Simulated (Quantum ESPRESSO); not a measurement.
SiAlGeN3S, a curve over strain

Simulated, not a measurement. The program is pw.x of Quantum ESPRESSO 7.5 (plane-wave density functional theory). The cell is made up: 7 atoms on a zincblende/diamond lattice with one site empty, with randomly drawn elements, strain and displacements, not relaxed. PseudoDojo standard norm-conserving files (v0.5 for PBE, v0.4.1 for LDA and PBEsol) set the functional; there is no spin polarisation, spin-orbit coupling or dispersion term, and the masses in the input are unused placeholders. A spin-polarised start on this cell or one of its family kept no moment.

Seven runs add a strain to one cell (shear xy, as the tensor component); the atoms follow the cell and are not relaxed. Stress in the table is positive in tension.

Input of the run at +0.0024:

```
&control calculation='scf', pseudo_dir='./dojo.nc.sr.pbe.v0_5.standard.upf', outdir='./o', disk_io='medium', tprnfor=.true., tstress=.true. /
&system ibrav=0, nat=7, ntyp=5, nbnd=27, ecutwfc=84.00895049, nosym=.true., tot_charge=0,
 occupations='smearing', smearing='fd', degauss=0.0018374661
/
&electrons conv_thr=7.350e-09, electron_maxstep=60, /
ATOMIC_SPECIES
Al 1.0 Al.upf
Ge 1.0 Ge.upf
N 1.0 N.upf
S 1.0 S.upf
Si 1.0 Si.upf
CELL_PARAMETERS angstrom
4.6306 0.0111 0.0
0.0111 4.6306 0.0
0.0 0.0 4.6306
ATOMIC_POSITIONS angstrom
Si 0.0667 -0.029 0.0511
Al 2.329 0.0372 2.3225
Ge 2.3283 2.343 -0.0239
N 1.2133 1.2168 1.1712
N 1.1483 3.5017 3.4572
N 3.4313 1.1312 3.52
S 3.5021 3.4299 1.1851
K_POINTS automatic
4 4 4 1 1 1
```

```
added strain  free energy less that of the input shown (eV)  stress xx (GPa)  stress yy (GPa)  stress zz (GPa)  stress xy (GPa)  pressure (GPa)  next band up at Gamma (eV)  iterations
     -0.0168                                         0.2568             5.57             6.92             1.53           -13.41           -4.67                       0.818          13
     -0.0141                                         0.2126             5.70             7.01             1.71           -12.68           -4.80                       0.853          13
     -0.0068                                         0.1084             5.96             7.17             2.14           -10.73           -5.09                       0.898          13
     +0.0024                                         0.0000             6.19             7.25             2.62            -8.28           -5.35                       0.887          13
     +0.0167                                        -0.1140             6.27             7.12             3.18            -4.45           -5.52                       0.778          13
     +0.0207                                        -0.1337             6.24             7.01             3.30            -3.37           -5.52                       0.733          13
```

Question: one run is left out of the table, at +0.0114. Estimate its stress xy (GPa).

Answer: -5.87. The whole row:

```
added strain  free energy less that of the input shown (eV)  stress xx (GPa)  stress yy (GPa)  stress zz (GPa)  stress xy (GPa)  pressure (GPa)  next band up at Gamma (eV)  iterations
     +0.0114                                        -0.0797             6.28             7.21             3.00            -5.87           -5.49                       0.829          13
```

A cubic fit gives a slope of stress xy against the added strain of 267 GPa at zero added strain, with the atoms clamped. Across the table the free energy follows the integral of the stress to within 0.9 meV. A rerun of one of the cells at 1437 eV and a 6 x 6 x 6 mesh moved values by no more than 0.003 eV in energy, 0.02 GPa in stress and 0.002 eV/Å in force. The band column is the level of band 22 at Gamma less that of band 21, whose number is half the electron count, rounded up; it comes from a band step after each run.